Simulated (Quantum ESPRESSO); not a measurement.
**Band energies of SiC**

```
CELL_PARAMETERS angstrom
      3.07351     0.00000     0.00000
     -1.53676     2.66174     0.00000
      0.00000     0.00000     5.04525
ATOMIC_POSITIONS crystal
  C  0.33333 0.66667 0.87540
  C  0.66667 0.33333 0.37540
  Si 0.33333 0.66667 0.49960
  Si 0.66667 0.33333 0.99960
```

PBE (Quantum ESPRESSO, PseudoDojo norm-conserving, 82 Ry, scalar-relativistic); path ΓMKΓALHA,LM,KH; energies in eV from the valence-band maximum.

| k (1/Å) | point | band 4 | band 5 | band 6 | band 7 | band 8 | band 9 | band 10 | band 11 |
|---|---|---|---|---|---|---|---|---|---|
| 0.00 | Γ | -1.32 | -1.32 | -0.11 | 0.00 | 0.00 | 4.82 | 6.22 | 6.69 |
| 0.64 |  | -5.52 | -3.36 | -2.66 | -1.22 | -0.70 | 3.86 | 5.55 | 7.30 |
| 1.18 | M | -6.30 | -5.44 | -3.33 | -3.29 | -1.20 | 2.79 | 4.23 | 6.90 |
| 1.29 |  | -6.28 | -5.42 | -3.57 | -3.30 | -1.39 | 3.13 | 4.11 | 6.90 |
| 1.86 | K | -6.27 | -6.27 | -4.05 | -4.05 | -3.84 | 2.28 | 8.18 | 8.87 |
| 1.97 |  | -6.60 | -5.88 | -4.45 | -3.72 | -3.67 | 2.37 | 7.91 | 8.55 |
| 2.70 |  | -4.30 | -3.15 | -1.96 | -0.84 | -0.76 | 5.71 | 5.72 | 7.03 |
| 3.22 | Γ | -1.32 | -1.32 | -0.11 | 0.00 | 0.00 | 4.82 | 6.22 | 6.69 |
| 3.35 |  | -1.29 | -1.29 | -0.40 | -0.04 | -0.04 | 4.87 | 6.43 | 6.70 |
| 3.85 | A | -4.45 | -0.71 | -0.71 | -0.71 | -0.71 | 5.92 | 5.92 | 7.37 |
| 4.04 |  | -4.41 | -1.25 | -1.25 | -0.87 | -0.87 | 6.10 | 6.10 | 7.06 |
| 4.73 |  | -7.08 | -2.62 | -2.62 | -2.25 | -2.25 | 3.60 | 3.60 | 5.96 |
| 5.03 | L | -8.28 | -2.45 | -2.45 | -2.34 | -2.34 | 3.29 | 3.29 | 5.27 |
| 5.37 |  | -8.03 | -4.26 | -4.26 | -1.92 | -1.92 | 4.29 | 4.29 | 6.37 |
| 5.71 | H | -7.76 | -5.65 | -5.65 | -1.74 | -1.74 | 5.09 | 5.09 | 6.03 |
| 5.98 |  | -7.40 | -4.94 | -4.94 | -1.94 | -1.94 | 4.84 | 4.84 | 6.69 |
| 6.62 |  | -4.47 | -2.55 | -2.55 | -1.64 | -1.64 | 5.61 | 5.61 | 7.24 |
| 7.07 | A | -4.45 | -0.71 | -0.71 | -0.71 | -0.71 | 5.92 | 5.92 | 7.37 |
| 7.07 | L | -8.28 | -2.45 | -2.45 | -2.34 | -2.34 | 3.29 | 3.29 | 5.27 |
| 7.69 | M | -6.30 | -5.44 | -3.33 | -3.29 | -1.20 | 2.79 | 4.23 | 6.90 |
| 7.69 | K | -6.27 | -6.27 | -4.05 | -4.05 | -3.84 | 2.28 | 8.18 | 8.87 |
| 8.32 | H | -7.76 | -5.65 | -5.65 | -1.74 | -1.74 | 5.09 | 5.09 | 6.03 |

The PBE gap is indirect, 2.28 eV, from Γ to K; the smallest direct gap is 3.99 eV.

Geometry of the Materials Project entry, not relaxed at this level.
